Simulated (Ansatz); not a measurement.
TePtSe:
```
TePtSe
1.0
    3.90571     0.00000     0.00000
   -1.95286     3.38245     0.00000
    0.00000     0.00000     5.17117
Te Pt Se
1 1 1
Cartesian
  0.00000   0.00000   1.34554
  0.00000   2.25497   5.13021
  1.95286   1.12748   3.86658
```

Relaxed with r²SCAN+D4.

Give the Bader charges and basin volumes of the independent atoms, r²SCAN+D4 in the plane-wave PAW code Ansatz.



```tsv
atom	Bader charge (e)	Bader volume (Å³)
Te1	+0.41	25.6
Pt2	-0.18	19.7
Se3	-0.23	23.0
```

Space group P3m1. The first step of the workflow began from a Materials Project structure, measured or hypothetical; the Crystallography Open Database copy checked does not list it. With Te and Se taken as one species the cell has the higher symmetry P-3m1, so it may be an ordered model of a mixed-site phase. Whether it is the stable phase at ambient conditions was not checked. The r²SCAN+D4 relaxation kept the symmetry of its start; whether a distortion lowers the energy is not shown. The run is not spin-polarised. Scalar-relativistic: spin–orbit coupling is off unless named, which matters more the heavier the elements.

Potentials: the later of the program's two PAW sets.
